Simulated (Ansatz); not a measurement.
A geometry of Pd away from equilibrium: the start of the relaxation of a relaxed Pd cell, doubled along one cell vector, shaken by Gaussian noise of σ = 0.08 Å a coordinate. Calculation: r2SCAN (plane waves to 500 eV, PAW, scalar-relativistic; Ansatz, a quantum-chemistry and plane-wave program). Γ-centred k-mesh 14×14×7 on the run's cell (coarser than for final values), Fermi–Dirac smearing 0.05 eV.

```xyz
2
Lattice="0.0000 1.9557 1.9557 1.9557 0.0000 1.9557 3.9114 3.9114 0.0000" Properties=species:S:1:pos:R:3 pbc="T T T"
Pd    -0.1181     0.0574     0.1172
Pd     2.0111     2.0032    -0.0892
```

What forces act on the atoms (eV/Å)?


```tsv
atom	Fx	Fy	Fz
Pd1	1.47	0.93	-1.53
Pd2	-1.47	-0.93	1.53
```

What is the pressure?

+6.3 GPa, compression positive.

No spin polarisation in the result.

The run could not lose the symmetry of its start.
